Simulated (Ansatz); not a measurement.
Ru (body-centred tetragonal, I4/mmm) under volume change, DFT-PBEsol in the program Ansatz with PAW potentials, shape and atoms relaxed at each volume.

| V (Å³/atom) | E − E(relaxed) (meV/atom) | P (GPa) |
|---|---|---|
| 12.581 | 127.7 | 36.01 |
| 12.996 | 53.3 | 21.87 |
| 13.411 | 12.5 | 9.98 |
| 13.826 | 0.0 | 0.00 |
| 14.240 | 11.1 | -8.37 |
| 14.655 | 42.1 | -15.34 |
| 15.070 | 89.5 | -21.12 |

### Question
What does a third-order Birch–Murnaghan fit give for V₀, B₀ and B′?

### Answer
V₀ = 13.83 Å³/atom, B₀ = 303 GPa, B′ = 4.9.

The start of the workflow was typed in or built on a structure type; neither database checked (COD, Materials Project) lists it. It is not the phase usual at ambient conditions (space group No. 194). The cell was relaxed with PBEsol under the symmetry of its start; its stability against distortions is not shown here. Spin order of the final state: ferromagnetic, chosen from 4 collinear starts compared on coarse meshes (ties went to the first, and starts can fall back to one state), not a proven ground state.

Potentials: the earlier of the program's two PAW sets.
